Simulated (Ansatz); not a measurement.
Piezoelectric tensor of In2GaP3

All numbers below come from Ansatz, DFT PBE, scalar-relativistic, plane waves, PAW. Cutoff 420 eV, 12×12×4 k-points (Γ-centred), fixed occupations. No spin polarisation.

Equilibrium structure at this level:
```
In Ga P
1.0
     4.10823    0.00000    0.00000
    -2.05412    3.55783    0.00000
     0.00000    0.00000   10.09368
In Ga P
2 1 3
Direct
  0.00000 0.00000 0.99321
  0.66667 0.33333 0.33906
  0.33333 0.66667 0.66579
  0.00000 0.00000 0.73746
  0.33333 0.66667 0.42979
  0.66667 0.33333 0.08469
```

The cell was found from a structure generator's guess, not taken from experiment.

**Question.** Give the relaxed-ion proper piezoelectric stress tensor e_iJ (C/m², Voigt columns xx yy zz yz xz xy).

**Answer.**
```
x    0.000  0.000  0.000  0.000 -0.067 -0.143
y   -0.143  0.143  0.000 -0.067  0.000  0.000
z   -0.066 -0.066  0.153  0.000  0.000  0.000
```
Signs follow the orientation of the cell as given.

**Question.** With the elastic constants (GPa, Voigt order)
```
114.6  38.7  33.3  10.1   0.0   0.0
 38.7 114.6  33.3 -10.1   0.0   0.0
 33.3  33.3 129.6   0.0   0.0   0.0
 10.1 -10.1   0.0  31.4   0.0   0.0
  0.0   0.0   0.0   0.0  31.4  10.1
  0.0   0.0   0.0   0.0  10.1  38.0
```
find the strain coefficients d = e·C⁻¹ (pC/N).

**Answer.**
```
x    0.00  0.00  0.00  0.00 -1.00 -3.50
y   -1.75  1.75  0.00 -1.00  0.00  0.00
z   -0.78 -0.78  1.58  0.00  0.00  0.00
```
